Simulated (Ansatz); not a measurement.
Consider the following.

Relaxed Sn (diamond):

```
Sn
1.0
    0.00000     6.65536     6.65536
    3.32768     0.00000     3.32768
    3.32768     3.32768     0.00000
Sn
4
Direct
  0.12500   0.25000   0.25000
  0.62500   0.25000   0.25000
  0.00000   0.00000   0.00000
  0.50000   0.00000   0.00000
```

The atoms are displaced by Q × the pattern below (from a DFPT mode at L = (0.5, 0.0, 0.0), largest move 1; Q in Å), at fixed cell. It is one choice among 2 degenerate patterns. (q is in reciprocal vectors of the primitive cell; the cell shown is doubled to hold the pattern.)

```json
[
 {"atom": "Sn1", "x": "0.285", "y": "-0.520", "z": "0.805"},
 {"atom": "Sn2", "x": "-0.285", "y": "0.520", "z": "-0.805"},
 {"atom": "Sn3", "x": "-0.285", "y": "0.520", "z": "-0.805"},
 {"atom": "Sn4", "x": "0.285", "y": "-0.520", "z": "0.805"}
]
```

These are PBE (plane waves to 420 eV, PAW, scalar-relativistic; Ansatz, a quantum-chemistry and plane-wave program) values and carry that method's errors. k mesh 6×12×12 (Γ-centred), Fermi-Dirac smearing 0.05 eV. E stands for the smeared free energy. With partly filled bands, energies and forces of such displacements shift with the k mesh and the smearing. Sn was relaxed with its symmetry unable to fall. The relaxed volume of Sn is well above the measured one; the method has no dispersion term. The zero of ΔE is the undisplaced structure.

The scan covers Q from -0.180 to 0.180 Å in 13 points.

Problem. Which space group does the distorted structure have?

Solution. P-1 (No. 2), lowered from Fd-3m.

Problem. Is this a single well or a double well?

Solution. A single well with its minimum at or next to zero displacement.

Problem. What is the energy change at Q = 0.180 Å?

Solution. 853 meV/cell.

Problem. What harmonic wavenumber does the curvature at Q = 0 give?

Solution. 172 cm⁻¹.

(A displaced cell: forces are minus the slopes of the energy, force constants its curvatures, and phonons follow from these.)
